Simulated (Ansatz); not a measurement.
Here is the system:

GeS:
```xyz
2
Lattice="3.6616 0.0000 0.0000 -1.8308 3.1710 0.0000 0.0000 0.0000 3.5156" Properties=species:S:1:pos:R:3 pbc="T T T"
Ge     0.0000     0.0000     0.0000
S      1.8308     1.0570     1.7578
```

This is the PBE-relaxed structure.

Question: All from plane-wave PAW PBE (Ansatz code), unless another level is named. Give the electronic character.

Answer: metallic (no gap).

Question: And the formation energy from the elements (no fitted shifts)?

Answer: -2.8 kJ/mol of atoms.

Question: What about the density of states at the Fermi level?

Answer: 0.25 states/eV per atom (mean over ±0.08 eV).

Space group P-6m2. A made-up cell: these elements were put on the sites of a structure type; neither database checked (COD, Materials Project) lists it. COD files the formula under space group No. 62, so this cell is another polymorph or a model. Whether it is the stable phase at ambient conditions was not checked. Symmetry was held in the PBE relaxation; its stability against distortions is not shown here. The references are the lowest solids computed at this level, not always the standard phases. Scalar-relativistic: spin–orbit coupling is off unless named, which matters more the heavier the elements.

Potentials: the later of the program's two PAW sets.
